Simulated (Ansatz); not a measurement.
# CoO (I4/mmm): energy against total spin moment

All numbers are calculated (PBEsol+U, U = 4.0 eV, J = 0.5 eV (Liechtenstein form) on Co d, fully localised double counting, collinear spin, scalar-relativistic, 420 eV, PAW set soft_2 (made for PBE), 9×9×9 mesh, Gaussian smearing of 0.05 eV) with the plane-wave PAW code Ansatz.

```
Co O
1.0
    -1.50800    1.50800    2.10725
     1.50800   -1.50800    2.10725
     1.50800    1.50800   -2.10725
Co O
1 1
Direct
  0.00000 0.00000 0.00000
  0.50000 0.50000 0.00000
```

The structure is that of a cell as deposited in COD, unrelaxed.

Cell and atoms stay fixed. The reference is a free state that was started with parallel moments (start: natural orbitals of the symmetric run filled by rank) and keeps them. It has 7 d electrons in filled orbitals, 3 of them unpaired, the high-spin filling, a gap of 1.24 eV and a whole-number cell moment of 3 μB, as a collinear insulator must have; cell moment 3.00 μB, site moments in spheres Co 2.59; O 0.23 μB, shell filling Co 5↑ 2↓, 7.28 e. A natural orbital (eigenvector of a shell's occupation matrix) is counted as filled above 0.75 (0.9 in a metal) and as partly filled from 0.35 up to that; ↑ and ↓ are the spin channels. The formal moment from which the starts were built is 3 μB a cell. The total moment M = N↑ − N↓ was then locked, each spin with its own Fermi level. Locks at 70 % of the formal moment or more started from the reference's natural orbitals, filled by rank with the formal electron count; the others from atoms with scaled moments, and the lock at zero from atoms without moments.

| M (μB/cell) | ΔE (meV/atom) | ΔE (eV/cell) | site moments (μB) | shell filling | E_F↑ − E_F↓ (eV) | flags |
| --- | --- | --- | --- | --- | --- | --- |
| 0.00 | 811.6 | 1.62 | under 0.05 | Co 3↑(+2 partly) 3↓(+2 partly), 7.62 e | 0.00 | – |
| 2.25 | 273.2 | 0.55 | Co 2.13 | Co 5↑ 2↓(+1 partly), 7.45 e | -1.13 | – |
| 3.00 | 0.0 | 0.00 | Co 2.59; O 0.23 | Co 5↑ 2↓, 7.28 e | – | – |
| 3.30 | 356.4 | 0.71 | Co 2.69; O 0.35 | Co 5↑ 2↓, 7.21 e | 5.83 | mesh too coarse for this metal |

ΔE counts from the reference.

At M = 0.00, 2.25 μB the count of filled and partly filled orbitals of each spin differs from the reference's, which may be the change of moment itself or a change of state.

At M = 0.00 μB the shells hold other numbers of electrons than in the reference (7.62 against 7.28 an ion), so charge has moved as well as spin.

At M = 3.30 μB the shells keep most of their moment (N↑ − N↓ summed over them changes by 0.08), so the lock is met mostly by polarising the anion and conduction bands. Another start reached a free state with its large moments parallel 11.9 meV/atom below the reference (cell moment 3.00 μB, filling Co 5↑ 2↓, 7.28 e), so the reference is metastable.

For M = 2.25 μB: The Hubbard term of the energy is 0.37 eV per cell in the reference and 0.92 eV in the locked state. Of the difference of 0.55 eV per cell, the Hubbard term gives 0.56 eV and all other terms -0.01 eV, so the Hubbard term alone decides the order: the other terms favour the locked state. The other terms are taken on each state's own density, so they aren't the result of a run without U.

In the reference the fixed cell carries a pressure of 2.6 GPa (the cell is smaller than this level of theory would relax to); relaxing would change energies and could change the order of close states.

With one Co ion in the cell, Co moments can't oppose each other.

The points needn't share one orbital state, so they needn't lie on one smooth curve, and those on the reference's branch are metastable like it. For metallic states the mesh is coarse, so energy differences carry some meV/atom. The value of U was drawn from a range and not derived for this compound; another value can change gaps, moments and the order of states. Where a metal has almost no states within the smearing of the Fermi level on this mesh, its moment and stress follow whole counts of k-points and would move on a finer mesh. Gaps are Kohn–Sham gaps over the k-mesh alone and may be smaller between its points. Site moments are integrated in small spheres and here fall short of the shell's N↑ − N↓.
